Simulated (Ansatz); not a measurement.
The calculation used Ansatz 0.2.0, DFT PBE, scalar-relativistic, plane waves, PAW. The final run on the 3-atom cell used 420 eV, a Γ-centred 20×20×20 mesh, 0.10 eV smearing and no spin polarisation.

Formation energies are uncorrected and count from the elements' standard states at the same level.

**Question.** Suggest a trial structure for an orthorhombic metal that holds B and 1 more element, with a formation energy near −0.77 eV/atom and a density near 2.4 g/cm³, in a cell of 3 atoms. Its symmetry should be Fmmm (No. 69).

**Answer.** B2O, space group Fmmm (No. 69). B has 1 O at 1.35 Å and 2 B at 1.75 Å; around O lie 2 B at 1.35 Å.

Space group Fmmm (No. 69). a = 2.960 Å, b = 4.856 Å, c = 7.253 Å, α = 90.00°, β = 90.00°, γ = 90.00°
| atom | site | symmetry | x | y | z |
| --- | --- | --- | --- | --- | --- |
| B | 8i | mm2 | 0.5000 | 0.0000 | 0.1856 |
| O | 4b | mmm | 0.5000 | 0.0000 | 0.0000 |

| Property | Result |
| --- | --- |
| Volume per atom | 8.7 Å³ |
| Density | 2.4 g/cm³ |
| Energy over the elements | −0.77 eV/atom |
| Gap on the 20×20×20 mesh of the 3-atom cell | 0 eV (a metal) |

The cell was found from a structure generator's guess, not taken from experiment. Other answers may fit too; this one was computed.

No dispersion correction is applied, so the spacing and binding between layers, chains or molecules are poorly described. Symmetry constrained the relaxation, so the result can be a saddle point.
